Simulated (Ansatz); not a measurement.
Computed with DFT PBE, scalar-relativistic, plane waves, PAW in Ansatz 0.2.0. All cells share a 420 eV cutoff and Γ-centred k meshes spaced at most about 0.3 Å⁻¹ (about 0.25 or finer for metals, 2π included). No spin polarisation in the final relaxations.

All energies are static (0 K, no zero-point motion).

Two forms of Sc₃As were relaxed alike.

A.

```yaml
crystal:
  lattice:
    - [-2.86720, 2.86720, 2.86720]
    - [2.86720, -2.86720, 2.86720]
    - [2.86720, 2.86720, -2.86720]
  atoms:
    - { symbol: Sc, position: [0.00000, 0.50000, 0.50000] }
    - { symbol: Sc, position: [0.50000, 0.00000, 0.50000] }
    - { symbol: Sc, position: [0.50000, 0.50000, 0.00000] }
    - { symbol: As, position: [0.00000, 0.00000, 0.00000] }
```

B.

```yaml
crystal:
  lattice:
    - [-1.79192, 2.33029, 5.13120]
    - [1.79192, -2.33029, 5.13120]
    - [1.79192, 2.33029, -5.13120]
  atoms:
    - { symbol: Sc, position: [0.29124, 0.79124, 0.50000] }
    - { symbol: Sc, position: [0.70876, 0.20876, 0.50000] }
    - { symbol: Sc, position: [0.00000, 0.00000, 0.00000] }
    - { symbol: As, position: [0.50000, 0.50000, 0.00000] }
```

Problem. Which form is favoured at zero pressure, and by what margin per atom?

Solution. B is lower, by 0.71 eV/atom. A has space group Im-3m (No. 229), 23.6 Å³/atom and no gap on its mesh; B has Sc and As ordered on bcc sites, space group Immm (No. 71), 21.4 Å³/atom and no gap. Counting Sc atoms around As (those within 1.25 times the shortest such distance or 1.15 times the sum of covalent radii), A has As 6 and B has As 8. The denser one is the lower, and pressure would at first widen the difference. In A, Sc is surrounded by 2 As at 2.87 Å and 4 Sc at 2.87 Å; around As lie 6 Sc at 2.87 Å. In B, Sc on a site of symmetry mm2 has 2 As at 2.79 Å, 6 Sc at 3.06–3.17 Å and 4 Sc at 3.48–3.58 Å; around Sc on a site of symmetry mmm lie 4 As at 2.94 Å, 4 Sc at 3.17 Å and 6 Sc at 3.48–3.58 Å; As has 8 Sc at 2.79–2.94 Å. Both come from invented guesses.

A magnetic state wasn't ruled out in cells without spin, among them Im-3m. Cells relaxed within their symmetry can be saddle points. The Immm cell of Sc3As came from shaking the Im-3m one.
